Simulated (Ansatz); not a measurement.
Input, command and steps of an Ansatz relaxation.

```yaml
crystal:
  lattice:
    - [-2.753128, 2.753128, 5.417614]
    - [2.753128, -2.753128, 5.417614]
    - [2.753128, 2.753128, -5.417614]
  atoms:
    - { symbol: Mn, position: [0.0, 0.0, 0.0], spin: 4.55 }
    - { symbol: Cu, position: [0.75, 0.25, 0.5] }
    - { symbol: Cu, position: [0.25, 0.75, 0.5] }
    - { symbol: Sn, position: [0.5, 0.5, 0.0] }
    - { symbol: S, position: [0.379198, 0.88998, 0.0] }
    - { symbol: S, position: [0.88998, 0.379198, 0.0] }
    - { symbol: S, position: [0.620802, 0.620802, 0.510782] }
    - { symbol: S, position: [0.11002, 0.11002, 0.489218] }
basis:
  ecutwfc: 500
kpoints:
  mp_grid: { grid: [10, 10, 10] }
hamiltonian:
  xc: r2scan
scf:
  occupations: { method: gaussian, width: 0.1 }
output:
  forces: true
  stress: true
  eigenvalues: true
  populations: true
magnetization:
  spin_polarized: true
relax:
  adjacent_minimum: "off"
  f_tol: 0.005
  max_steps: 80
  cell: { stress_tol: 0.05 }
```

```bash
ansatz run input.yaml --threads 2 --pin off --max-ram 5120MiB --backend cpu --events-out ev --progress --plain --runs-dir out
```

Level of theory: DFT r2SCAN, scalar-relativistic, plane waves, PAW (Ansatz 0.2.0).

Of 5 frames 4 are shown, positions in Å and forces in eV/Å; the SCF threshold varies from step to step. Steps run on the plane waves of an earlier cell, with a Pulay correction in the pressure. The basis is chosen afresh for the last frame, the zero of the energies, and at times for earlier ones too; energy and pressure step there, also at an unchanged geometry.

```xyz
8
Lattice="-2.7531 2.7531 5.4176 2.7531 -2.7531 5.4176 2.7531 2.7531 -5.4176" Properties=species:S:1:pos:R:3:forces:R:3 pbc="T T T" step=1 free_energy_over_end_meV_per_atom=2.68 pressure_GPa=-0.96
Mn    0.0000    0.0000    0.0000    0.0000    0.0000    0.0000
Cu    0.0000    2.7531    2.7088    0.0000    0.0000    0.0000
Cu    2.7531    0.0000    2.7088    0.0000    0.0000    0.0000
Sn    0.0000    0.0000    5.4176    0.0000    0.0000    0.0000
S     1.4062   -1.4062    6.8759   -0.2030    0.2030    0.0063
S    -1.4062    1.4062    6.8759    0.2030   -0.2030    0.0063
S     1.4062    1.4062    3.9593   -0.2030   -0.2030   -0.0063
S     1.3469    1.3469   -1.4583    0.2030    0.2030   -0.0063
8
Lattice="-2.7418 2.7418 5.4094 2.7418 -2.7418 5.4094 2.7418 2.7418 -5.4094" Properties=species:S:1:pos:R:3:forces:R:3 pbc="T T T" step=2 free_energy_over_end_meV_per_atom=0.10 pressure_GPa=-0.05
Mn    0.0000    0.0000    0.0000    0.0000    0.0000    0.0000
Cu    0.0000    2.7418    2.7047    0.0000    0.0000    0.0000
Cu    2.7418    0.0000    2.7047    0.0000    0.0000    0.0000
Sn    0.0000    0.0000    5.4094    0.0000    0.0000    0.0000
S     1.3844   -1.3844    6.8621   -0.0307    0.0307    0.0633
S    -1.3844    1.3844    6.8621    0.0307   -0.0307    0.0633
S     1.3844    1.3844    3.9566   -0.0307   -0.0307   -0.0633
S     1.3574    1.3574   -1.4528    0.0307    0.0307   -0.0633
8
Lattice="-2.7418 2.7418 5.4084 2.7418 -2.7418 5.4084 2.7418 2.7418 -5.4084" Properties=species:S:1:pos:R:3:forces:R:3 pbc="T T T" step=3 free_energy_over_end_meV_per_atom=-0.05 pressure_GPa=-0.03
Mn    0.0000    0.0000    0.0000    0.0000    0.0000    0.0000
Cu    0.0000    2.7418    2.7042    0.0000    0.0000    0.0000
Cu    2.7418    0.0000    2.7042    0.0000    0.0000    0.0000
Sn    0.0000    0.0000    5.4084    0.0000    0.0000    0.0000
S     1.3811   -1.3811    6.8662    0.0007   -0.0007    0.0117
S    -1.3811    1.3811    6.8662   -0.0007    0.0007    0.0117
S     1.3811    1.3811    3.9506    0.0007    0.0007   -0.0117
S     1.3608    1.3608   -1.4578   -0.0007   -0.0007   -0.0117
8
Lattice="-2.7423 2.7423 5.4042 2.7423 -2.7423 5.4042 2.7423 2.7423 -5.4042" Properties=species:S:1:pos:R:3:forces:R:3 pbc="T T T" step=5 free_energy_over_end_meV_per_atom=0.00 pressure_GPa=-0.01
Mn    0.0000    0.0000    0.0000    0.0000    0.0000    0.0000
Cu    0.0000    2.7423    2.7021    0.0000    0.0000    0.0000
Cu    2.7423    0.0000    2.7021    0.0000    0.0000    0.0000
Sn    0.0000    0.0000    5.4042    0.0000    0.0000    0.0000
S     1.3813   -1.3813    6.8621    0.0003   -0.0003    0.0002
S    -1.3813    1.3813    6.8621   -0.0003    0.0003    0.0002
S     1.3813    1.3813    3.9462    0.0003    0.0003   -0.0002
S     1.3610    1.3610   -1.4580   -0.0003   -0.0003   -0.0002
```

Time: 11 min on 2 threads of Intel(R) Xeon(R) 6975P-C (Granite Rapids) (shared host), peak memory 2.2 GiB.

The state reached may not be the lowest one. The cell holds one magnetic atom, so it can only be ferromagnetic; an antiferromagnetic order may lie lower.